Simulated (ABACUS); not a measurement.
Worked example: self-consistent single point of SnO (Pmmn, 4 atoms in the cell; from Materials Project mp-2097, changed as shown) in ABACUS.

Computed with PBEsol, PseudoDojo 0.4 standard norm-conserving PBEsol (tails mended) pseudopotentials (plane waves; ABACUS).

The change in words: lattice vector b scaled by 0.98. Reference geometry (P4/nmm):
```yaml
crystal:
  lattice:
    - [3.81370, 0.00000, 0.00000]
    - [0.00000, 3.81370, 0.00000]
    - [0.00000, 0.00000, 4.88691]
  atoms:
    - { symbol: Sn, position: [0.00000, 0.50000, 0.23537] }
    - { symbol: Sn, position: [0.50000, 0.00000, 0.76463] }
    - { symbol: O, position: [0.50000, 0.50000, 0.00000] }
    - { symbol: O, position: [0.00000, 0.00000, 0.00000] }
```

Reference input (self-consistent single point, DFT, PBEsol, plane waves, PseudoDojo 0.4 standard norm-conserving PBEsol (tails mended) pseudopotentials): KPT = Gamma 6 6 5 0 0 0; basis_type = pw; dft_functional = PBESOL; ecutwfc = 84 Ry; smearing_method = fd; smearing_sigma = 0.00146997 Ry; potentials = PseudoDojo 0.4 standard norm-conserving PBEsol (tails mended); symmetry = 1; ks_solver = cg; scf_nmax = 100; scf_thr = 1.0e-09 Ry; mixing_type = broyden. This run's input differs from it in these lines:

```diff
@@ -27,3 +27,3 @@
    7.2068485215    0.0000000000    0.0000000000
-   0.0000000000    7.2068485215    0.0000000000
+   0.0000000000    7.0627115511    0.0000000000
    0.0000000000    0.0000000000    9.2349214957
@@ -36,3 +36,3 @@
 2
-   0.0000000000    1.9068500000    1.1502320067
+   0.0000000000    1.8687130000    1.1502320067
    1.9068500000    0.0000000000    3.7366779933
@@ -42,3 +42,3 @@
 2
-   1.9068500000    1.9068500000    0.0000000000
+   1.9068500000    1.8687130000    0.0000000000
    0.0000000000    0.0000000000    0.0000000000
```

Output (repeated stretches shortened):

```
 SELF-CONSISTENT
 -------------------------------------------
                                 init_chg = atomic

 PW ALGORITHM --------------- ION=   1  ELEC=   1--------------------------------

 Density error is 1.09388945936
                          Error Threshold = 0.01
 E_KohnSham     -380.0270986343      -5170.5339358339
 E_Fermi        0.7185543707         9.7764337639

 PW ALGORITHM --------------- ION=   1  ELEC=   2--------------------------------

 Density error is 2.87644971467
                          Error Threshold = 0.0027347236484
 E_KohnSham     -380.1213066138      -5171.8157011532
   [... lines left out ...]

 Density error is 2.52721187009e-08
                          Error Threshold = 5.29969451293e-10
 E_KohnSham     -380.6373806920      -5178.8372492064
 E_Fermi        0.7518311833         10.2291880271

 PW ALGORITHM --------------- ION=   1  ELEC=  11--------------------------------

 Density error is 4.22507944291e-10
                          Error Threshold = 6.31802967523e-11
 E_KohnSham     -380.6373806994      -5178.8372493069
 E_KS(sigma->0) -380.6373613288      -5178.8369857560
 E_entropy(-TS) -0.0000387413        -0.0005271018
 E_Fermi        0.7518320132         10.2291993184
 charge density convergence is achieved
 final etot is -5178.8372493 eV
 EFERMI = 10.229199318 eV

 STATE ENERGY(eV) AND OCCUPATIONS    NSPIN == 1
   [... 27 lines left out ...]

 TOTAL-FORCE (eV/Angstrom)
                       Sn1         0.0000000000         0.0000000000         0.3279652707
                       Sn2         0.0000000000         0.0000000000        -0.3279652707
                        O1         0.0000000000         0.0000000000         0.1489797793
                        O2         0.0000000000         0.0000000000        -0.1489797793

 TOTAL-STRESS (KBAR)
        12.6510991808         0.0000000000         0.0000000000
         0.0000000000        27.8228402816         0.0000000000
         0.0000000000         0.0000000000         5.9923808727
 TOTAL-PRESSURE: 15.488773 KBAR

 --------------------------------------------
 !FINAL_ETOT_IS -5178.8372493069200573 eV
 --------------------------------------------
```

The run converged in 11 iterations. Against the reference run the free energy goes up by 2.5 meV/atom, the pressure goes from -0.57 to 1.55 GPa and the largest force goes from 0.065 to 0.328 eV/Å.

The structure comes from a collection of computed structures, made at another level of theory; the collection holds predicted forms beside known ones. No clean gap shows at this smearing width and mesh (spacing up to 0.28 Å⁻¹); the mesh is coarse for partly filled bands, so the values carry mesh errors. Semi-local functionals can close small gaps.

Cost on one core: about 7 core-minutes (a rough figure).

“Tails mended”: in these copies of the files the far tail of each local potential was reset to the Coulomb form.
